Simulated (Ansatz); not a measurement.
GaP (zinc blende)

```
GaP
1.0
    0.00000     2.75322     2.75322
    2.75322     0.00000     2.75322
    2.75322     2.75322     0.00000
P Ga
1 1
Direct
  0.75000   0.75000   0.75000
  0.00000   0.00000   0.00000
```

The slice is a {100} plane (indices of the conventional cell) through the point (0.750, 0.750, 0.750) (fractional), spanned by u = [100] and v = [0 1 -1] in vectors of this cell: u (3.89 Å) and v (3.89 Å, at 90° to u). It covers one period; positions are fractions (u, v).

These are PBE (plane waves to 420 eV, PAW, scalar-relativistic; Ansatz, an electronic-structure program) values and carry that method's errors. k mesh 10×10×10. These are valence fields of a PAW run, semicore shells included where kept as valence: close to a nucleus they are smooth pseudo fields. GaP was relaxed with its symmetry unable to fall. The PAW data are Ansatz's earlier set.

### Question
Predict the map of the density of the highest valence band (whole band, smooth part) on the slice.

### Answer
```
|112255889999775533222211111122223355779999885522|
|445577999988665533221111111111223355668899997755|
|888899999977554433221111111111223344557799999988|
|999999997766443322111111111111112233446677999999|
|999988776644332211111100000011111122334466778899|
|777766554433222211110000000000111122223344556677|
|555555443322221111000000000000001111222233445555|
|443333332211111100000000000000000011111122333333|
|222222221111110000000000000000000000111111222222|
|222211111111000000000000000000000000001111111122|
|111111111100000000000000000000000000000011111111|
|111111111100000000000000000000000000000011111111|
|111111111100000000000000000000000000000011111111|
|222211111111000000000000000000000000001111111122|
|222222221111110000000000000000000000111111222222|
|443333332211111100000000000000000011111122333333|
|555555443322221111000000000000001111222233445555|
|777766554433222211110000000000111122223344556677|
|999988776644332211111100000011111122334466778899|
|999999997766443322111111111111112233446677999999|
|888899999977554433221111111111223344557799999988|
|445577999988665533221111111111223355668899997755|
|112255889999775533222211111122223355779999885522|
|001144889999775544222211111122224455779999884411|
```
Scale: ten equal steps from 0.000 (start of '0') to 0.173 (end of '9'), in the order '0123456789'. Values: density of the highest valence band (whole band, smooth part) in e/Å³. The map has 24 points along u (two characters each, u = 0 at the left) and 24 along v (v = 0 in the bottom row).
